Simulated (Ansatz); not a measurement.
Input file for Ansatz (a quantum-chemistry and plane-wave program):

Ansatz 0.2 input:
```yaml
crystal:
  lattice:
    - [-1.9628205139, 1.9628205139, 13.8886162829]
    - [1.9628205139, -1.9628205139, 13.8886162829]
    - [1.9628205139, 1.9628205139, -13.8886162829]
  atoms:
    - { symbol: Si, position: [0.9035913975, 0.9035913975, 0.0] }
    - { symbol: Si, position: [0.4516839526, 0.9516839526, 0.5] }
    - { symbol: Si, position: [0.5, 0.5, 0.0] }
    - { symbol: Si, position: [0.0483160474, 0.5483160474, 0.5] }
    - { symbol: Si, position: [0.0964086025, 0.0964086025, 0.0] }
    - { symbol: Ge, position: [0.6462592647, 0.1462592647, 0.5] }
    - { symbol: Ge, position: [0.6982374099, 0.6982374099, 0.0] }
    - { symbol: Ge, position: [0.25, 0.75, 0.5] }
    - { symbol: Ge, position: [0.3017625901, 0.3017625901, 0.0] }
    - { symbol: Ge, position: [0.8537407353, 0.3537407353, 0.5] }
kpoints:
  mp_grid: { grid: [10, 10, 10] }
hamiltonian:
  xc: r2scan
  pseudopotentials: { kind: paw }
scf:
  occupations: { method: fixed }
checkpoint: { read: static.run }
output: { write_density: true, elf: true, volumetric_format: npy }
basis: { fft_grid_basis: typed }
```

Output (shortened):

```
Pseudopotential: Si, paw, valence charge 4
Pseudopotential: Ge, paw, valence charge 14
Functional definition: r2SCAN
Crystal: 10 atoms, lattice volume = 214.033 Å³
Basis set: ecut = 500 eV, 5371 PW (Γ), exchange–correlation on 432×432×432 points (64 copies of the dense FFT grid, shifted against one another)
Bands: 55, of which v1, the nominal top of the filled ones, is band 45 counted from 1 (44 counted from 0)
Symmetry: 8 space group operations
Space group: I-4m2 (ITA 119), of the structure as read, at distance tolerance 6.0e-5 Å
k-points: 102 of 1000 (time reversal used)
Stability of the state it starts from, as read at its close in the unpolarized treatment …
iter 1 solved again at ethr=5.47e-7 eV; its pass at ethr=3.10e-3 eV (dr2=4.92e-4 eV) is discarded
SCF iter   1: F=—  HF=-24709.765540 eV  |F-HF|=—  |Δ(HF+E_count)|=         —  Δρ=2.59e-6  dr2=9.19e-9  dr2_τ=1.37e-10  ethr=5.47e-7  ⟨swp⟩=2.7  Hψ=30232  notcnv=0  defer=816
preconditioner: auto → Resta (q_TF=auto, 2.361 Å⁻¹)
SCF iter   2: F=—  HF=-24709.765556 eV  |F-HF|=—  |Δ(HF+E_count)|=   1.56e-5  Δρ=1.50e-6  dr2=3.52e-9  dr2_τ=1.46e-10  ethr=1.02e-11  ⟨swp⟩=12.6  Hψ=26435  notcnv=0
SCF iter   3: F=-24709.765556 eV  HF=-24709.765556 eV  |F-HF|=1.57e-9  |Δ(HF+E_count)|=   2.16e-9  Δρ=8.70e-7  dr2=1.20e-9  dr2_τ=2.09e-11  ethr=3.91e-12  ⟨swp⟩=1.0  Hψ=14203  notcnv=0
SCF 1 converged in 3 iterations: F = -24709.765556 eV  dr2 = 1.20e-9
SCF converged after 3 iterations
Free energy (F): -24709.765556 eV
Harris-Foulkes:  -24709.765556 eV  (|F-HF|=1.57e-9)
Internal energy: -24709.765556 eV  (E = F + TS)
E sigma→0 (E₀):  -24709.765556 eV
Fermi energy:    7.343806 eV
--- Per-component energies (eV) ---
  E_band       = -815.756521
  E_kinetic    = 757.067954
  E_local      = -20224.692064  (includes V_loc(G=0)·N_el)
  E_nonlocal   = 2225.402675
  E_hartree    = 9314.141563
  E_xc         = -603.166023
  E_vxc        = -588.437211  (∫ρ·V_xc dr)
  E_paw        = -12768.767384  (= ΣΔE_a)
  E_vpaw       = -1642.164768  (= ΣTr[D̂ρ^β])
  E_aug_tail   = 0.000101  (compensation charges beyond the density's cutoff)
  E_vtau       = 28.783700  (kinetic-family band-sum trace: ∫τ·v_τ [+ j·A + Jᵃ·Aᵃ] dr)
  E_ewald      = -3403.941384
  E_core_change = -5.810994  (= ΣΔE_core)
  E_smearing   =  0.000000  (= −TS)
  E_closure    =  0.000000  (closes the sum)
  Σ components = -24709.765556   (vs F -24709.765556, Δ=0.00e0)
  [band-id]    e_kinetic+e_local+e_nonlocal+2·e_hartree+e_vxc+e_vpaw+e_augmentation_tail+e_vtau = -815.756486   (vs E_band -815.756521, Δ=3.49e-5)
--- Band table (eV; the first three rows and the last of 102) ---
  k-point 0: bands = ["-17.8927", "-17.8927", "-17.8649", "-17.8649", "-17.8544", "-17.8419", "-17.7968", "-17.7809", "-17.7742", "-17.7390", "-17.6916", "-17.6822", "-17.6739", "-17.6739", "-17.6638", "-17.6218", "-17.6087", "-17.6027", "-17.5802", …
  k-point 1: bands = ["-17.8970", "-17.8969", "-17.8696", "-17.8670", "-17.8478", "-17.8297", "-17.7917", "-17.7745", "-17.7688", "-17.7403", "-17.6900", "-17.6813", "-17.6751", "-17.6732", "-17.6640", "-17.6223", "-17.6098", "-17.6079", "-17.5932", …
  k-point 2: bands = ["-17.9027", "-17.9023", "-17.8762", "-17.8676", "-17.8429", "-17.8044", "-17.7803", "-17.7583", "-17.7544", "-17.7433", "-17.6840", "-17.6829", "-17.6792", "-17.6708", "-17.6649", "-17.6272", "-17.6251", "-17.6137", "-17.6119", …
  k-point 101: bands = ["-17.8927", "-17.8927", "-17.8649", "-17.8649", "-17.8544", "-17.8419", "-17.7968", "-17.7810", "-17.7742", "-17.7390", "-17.6916", "-17.6822", "-17.6739", "-17.6739", "-17.6638", "-17.6219", "-17.6087", "-17.6027", "-17.5802", …
```

Cost: very roughly 2.3 core-minutes on shared cores.

The start of the workflow was typed in or built on a structure type; neither database checked (COD, Materials Project) lists it. Its standing as an ambient phase is unchecked. The r²SCAN relaxation kept the symmetry of its start; its stability against distortions is not shown here. Spin–orbit coupling is left out wherever it is not named.

Potentials: the later of the program's two PAW sets.

Ansatz is a plane-wave DFT program.
